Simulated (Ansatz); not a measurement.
LaCl3:
```cif
data_Cl6La2
_chemical_formula_sum 'La2 Cl6'
_space_group_name_H-M_alt 'P63/m'
_space_group_IT_number 176
_space_group_name_Hall '-P 6c'
_cell_length_a 7.54763
_cell_length_b 7.54763
_cell_length_c 4.37909
_cell_angle_alpha 90.000
_cell_angle_beta 90.000
_cell_angle_gamma 120.000
loop_
_atom_site_label
_atom_site_type_symbol
_atom_site_symmetry_multiplicity
_atom_site_Wyckoff_symbol
_atom_site_fract_x
_atom_site_fract_y
_atom_site_fract_z
_atom_site_occupancy
La1 La 2 c 0.33333 0.66667 0.25000 1
Cl1 Cl 6 h 0.38970 0.30348 0.25000 1
```

Relaxed with r²SCAN. The program Ansatz at the r²SCAN level (PAW) gives a gap of 4.34 eV.

### Question
What gap does HSE06 give on the same cell (Ansatz, PAW)?

### Answer
5.76 eV, 1.42 eV more. The hybrid was solved on a coarser mesh and at special points; its gap is the smallest among all of these.

| k | v1 r²SCAN | c1 r²SCAN | v1 HSE06 | c1 HSE06 |
|---|---|---|---|---|
| Γ | -0.03 | 4.39 | -0.02 | 5.76 |
| A | -0.46 | 4.34 | [?] | [?] |
| K | -0.16 | 4.42 | -0.17 | 6.17 |
| H | -0.30 | 4.38 | [?] | [?] |
| M | 0.00 | 4.42 | [?] | [?] |
| L | -0.28 | 4.38 | [?] | [?] |

### Question
Top valence (v1) and lowest conduction level (c1) in eV from each method's valence maximum (which need not be a listed point): supply the withheld HSE06 values.

### Answer

- L, v1 HSE06: -0.29
- L, c1 HSE06: 6.47
- A, v1 HSE06: -0.48
- A, c1 HSE06: 6.45
- H, v1 HSE06: -0.31
- H, c1 HSE06: 6.51
- M, v1 HSE06: 0.00
- M, c1 HSE06: 5.98

Cost on shared cores: the r²SCAN run (SCF on a 5×5×6 mesh, then bands and DOS) about 3 core-minutes (a rough figure), the HSE06 run (SCF on 3×3×4, then a few points) roughly 11 core-minutes; the tasks are unlike.

Space group P6_3/m. The first step of the workflow began from a Materials Project structure, measured or hypothetical; the Crystallography Open Database copy checked does not list it. Whether it is the stable phase at ambient conditions was not checked. The cell was relaxed with r²SCAN under the symmetry of its start; its stability against distortions is not shown here. Scalar-relativistic: spin–orbit coupling is off unless named, which matters more the heavier the elements.

Potentials: the later of the program's two PAW sets.
